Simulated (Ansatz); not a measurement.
**Stability checks on a candidate for Zn4SeS3**

It was reached by relaxing an invented guess, and it needn't be the stable form of this composition.

Level of theory: DFT PBE, scalar-relativistic, plane waves, PAW (Ansatz). Plane waves to 420 eV, a 12×12×2 mesh through Γ for the 8-atom cell and 0.02 eV Gaussian smearing; no spin polarisation.

```
Zn Se S
1.0
     3.89523    0.00000    0.00000
    -1.94762    3.37337    0.00000
     0.00000    0.00000   12.78720
Zn Se S
4 1 3
Cartesian
  1.9476 1.1245 0.0005
  1.9476 1.1245 6.5383
  0.0000 0.0000 3.1247
  0.0000 0.0000 9.6571
  0.0000 0.0000 5.6076
  1.9476 1.1245 2.3656
  1.9476 1.1245 8.8921
  0.0000 0.0000 12.0218
```

Formation energies are uncorrected and refer to the elements' standard structures at the same level.

Task: These tests were run: energy against the elements; phonons on a 2×2×1 q mesh. What do they show?

Result:

```csv
test,result
energy against the elements,−0.783 eV/atom
phonons on a 2×2×1 q mesh,no imaginary mode on the mesh
```

It fails none of these tests. Other phases of the system weren't compared here, so this isn't yet thermodynamic stability.

The reference forms of S and Se are held partly by dispersion forces, which this level lacks. The run for the phonons used a 12×12×2 k mesh.
